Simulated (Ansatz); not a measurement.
Relaxed-ion elastic tensor of Cu₃Sb in space group P6/mmm (No. 191; Sb on 1a, Cu on 1b, Cu on 2c) in GPa (Voigt order), PBEsol in the plane-wave PAW code Ansatz; density 6.24 g/cm³, 20.79 Å³ per atom.

```
 147  65.8   7.1   0.0   0.0   0.0
65.8   147   7.1   0.0   0.0   0.0
 7.1   7.1   168   0.0   0.0   0.0
 0.0   0.0   0.0  -7.9   0.0   0.0
 0.0   0.0   0.0   0.0  -7.9   0.0
 0.0   0.0   0.0   0.0   0.0  40.7
```

**Question.** Is the crystal mechanically stable?

**Answer.** No: the smallest eigenvalue of C is -7.9 GPa.

The start of the workflow was typed in or built on a structure type; neither database checked (COD, Materials Project) lists it. Whether it is the stable phase at ambient conditions was not checked. The cell was relaxed with PBEsol under the symmetry of its start. At this level the phase is mechanically unstable. The run is not spin-polarised. Its formation energy is positive at this level, so the cell may be metastable or incomplete. As this level gives no gap, shear constants depend on the k-mesh and smearing (Fermi–Dirac, 0.1 eV here). Scalar-relativistic: spin–orbit coupling is off unless named, which matters more the heavier the elements.

Potentials: the later of the program's two PAW sets.
